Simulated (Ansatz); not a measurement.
Rb$_{2}$ScInCl$_{6}$:
```
CELL_PARAMETERS angstrom
      0.00000     5.46592     5.46592
      5.46592     0.00000     5.46592
      5.46592     5.46592     0.00000
ATOMIC_POSITIONS crystal
  Rb 0.75000 0.75000 0.75000
  Rb 0.25000 0.25000 0.25000
  Sc 0.00000 0.00000 0.00000
  In 0.50000 0.50000 0.50000
  Cl 0.77268 0.22732 0.22732
  Cl 0.22732 0.77268 0.77268
  Cl 0.22732 0.77268 0.22732
  Cl 0.77268 0.22732 0.77268
  Cl 0.22732 0.22732 0.77268
  Cl 0.77268 0.77268 0.22732
```

DFT-r²SCAN in the program Ansatz with PAW potentials gives a gap of 2.63 eV without spin–orbit coupling, maximum at L, minimum at L.

**Question.** What happens when spin–orbit coupling is switched on?

**Answer.** The gap drops by 0.01 eV, to 2.62 eV; maximum at L, minimum at L.

**Question.** Give the electron effective mass with spin–orbit coupling.

**Answer.** 1.3, 1.3, 3.6 mₑ (principal values).

**Question.** Give the hole effective mass with spin–orbit coupling.

**Answer.** 0.62 mₑ (isotropic).

Space group Fm-3m. The workflow started from a Materials Project entry (that database holds measured and hypothetical structures alike); the Crystallography Open Database copy checked does not list it. Whether it is the stable phase at ambient conditions was not checked. The r²SCAN relaxation kept the symmetry of its start; its stability against distortions is not shown here. No spin polarisation was allowed.

Potentials: the later of the program's two PAW sets.
